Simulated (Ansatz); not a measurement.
Nb$_{2}$O$_{5}$ in space group C2/m (No. 12; Nb on 4i, O on 4i, O on 2a, O on 4i), the program Ansatz at the PBEsol level (PAW). The conduction-band minimum lies at Y2, with 1 equivalent valley. Second derivatives d²E/dk² of the lowest band at one valley (eV·Å²), along Cartesian directions:

| direction | d²E/dk² |
|---|---|
| [100] | 4.128 |
| [010] | 17.75 |
| [001] | 16.65 |
| [110] | 10.93 |
| [101] | 10.01 |
| [011] | 17.20 |

### Question
Find the principal effective masses, the density-of-states mass and the conductivity mass.

### Answer
Off-diagonal terms follow from H_xy = H[110] − (H_xx + H_yy)/2, and m*/mₑ = 7.620 eV·Å² over each eigenvalue: 0.43, 0.46, 1.9. One valley's DOS mass (m₁m₂m₃)^(1/3) = 0.71, conductivity mass 3/(Σ 1/mᵢ) = 0.59 mₑ.

### Question
What effective density of states Nc follows at 300 K for parabolic valleys?

### Answer
Nc = 2.509e19 × 1 × (0.71)^(3/2) ≈ 1.5e19 cm⁻³.

The workflow started from a Materials Project entry (that database holds measured and hypothetical structures alike); the Crystallography Open Database copy checked does not list it. COD files the formula under space group No. 3, 15, 139, so this cell is another polymorph or a model. Its standing as an ambient phase is unchecked. Symmetry was held in the PBEsol relaxation; its stability against distortions is not shown here. The run is not spin-polarised. Scalar-relativistic: spin–orbit coupling is off unless named, which matters more the heavier the elements.

Potentials: the later of the program's two PAW sets.

Edges and masses are those of Kohn–Sham bands, whose gap is no quasiparticle gap.
